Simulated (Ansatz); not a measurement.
Sc:
```yaml
crystal:
  lattice:
    - [0.00000, 3.12896, 3.12896]
    - [3.12896, 0.00000, 3.12896]
    - [3.12896, 3.12896, 0.00000]
  atoms:
    - { symbol: Sc, position: [0.00000, 0.00000, 0.00000] }
    - { symbol: Sc, position: [0.25000, 0.25000, 0.25000] }
```

Relaxed with PBEsol. Special points in fractions of this cell's reciprocal vectors: Γ (0.000, 0.000, 0.000); X (0.500, 0.000, 0.500); U (0.625, 0.250, 0.625); K (0.375, 0.375, 0.750); L (0.500, 0.500, 0.500); W (0.500, 0.250, 0.750).

Q: List the band energies nearest the Fermi level at these points for PBEsol in the plane-wave PAW code Ansatz.

A: In eV from the Fermi level; about four levels below and three above (degenerate sets whole), none deeper than 8.9 eV; points with the same levels are listed once.

```tsv
k	below	above
Γ	-4.22 -0.05 -0.05	0.27 0.27 0.27
X	-1.18 -1.18 0.00 0.00	0.49 0.49 1.82 1.82
U	-1.21 -0.93 -0.38	0.20 0.22 1.04
L	-1.77 -1.04 -0.09 -0.09	0.38 0.38 0.55
W	-1.09 -1.09 -0.04 -0.04	0.98 0.98 0.99 0.99
```

Space group Fd-3m (diamond). The start of the workflow was typed in or built on a structure type; neither database checked (COD, Materials Project) lists it. It is not the phase usual at ambient conditions (space group No. 194). Symmetry was held in the PBEsol relaxation; of distortions, only those at the zone centre were tested. No spin polarisation was allowed. The volume moved by -23 % from the start of the relaxation.

Potentials: the later of the program's two PAW sets.
